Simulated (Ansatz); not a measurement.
# CaZn₃: do energies and stresses tell the same story?

These are results of DFT r2SCAN, scalar-relativistic, plane waves, PAW (Ansatz 0.2.0), not measurements.

Plane waves to 500 eV, a k mesh through Γ of 12×12×12 on the computed 4-atom cell and Gaussian smearing (0.10 eV); no spin polarisation.

Relaxed cell: Fm-3m, a = 6.608 Å, b = 6.608 Å, c = 6.608 Å, α = 90.00°, β = 90.00°, γ = 90.00°, 4 atoms in the primitive cell. Whether it is the stable form of this composition wasn't checked.

Energies at zero smearing and pressures from the stress tensor, at volumes with shape and atoms relaxed:
| V (Å³/atom) | E − E(first) (meV/atom) | P (GPa) |
| --- | --- | --- |
| 16.950 | 0.00 | 3.94 |
| 17.491 | -9.58 | 1.80 |
| 18.032 | -12.54 | 0.00 |
| 18.573 | -9.86 | -1.53 |
| 19.113 | -2.44 | -2.81 |

**Question.** Check P = −dE/dV between neighbouring volumes, and get the bulk modulus from the pressures alone.

**Answer.** With 1 eV/Å³ = 160.2 GPa:
| middle V (Å³/atom) | −ΔE/ΔV (GPa) | mean P (GPa) |
| --- | --- | --- |
| 17.220 | 2.838 | 2.870 |
| 17.761 | 0.874 | 0.901 |
| 18.302 | -0.792 | -0.763 |
| 18.843 | -2.198 | -2.168 |

The two differ by 0.03 GPa at most. The mean of two end pressures misses the average over a step by about ΔV² P″/12, up to 0.03 GPa here; with that taken off 0.01 GPa remains. Around V = 18.032 Å³/atom, the two neighbours give B = −V ΔP/ΔV = 18.032 × 3.33 / 1.082 = 55.5 GPa, against B0 = 55.3 GPa from the Birch–Murnaghan fit of the energies.

Cost: 6 runs of about 4.5 core-minutes in all, on Arm Neoverse V2 (shared hosts).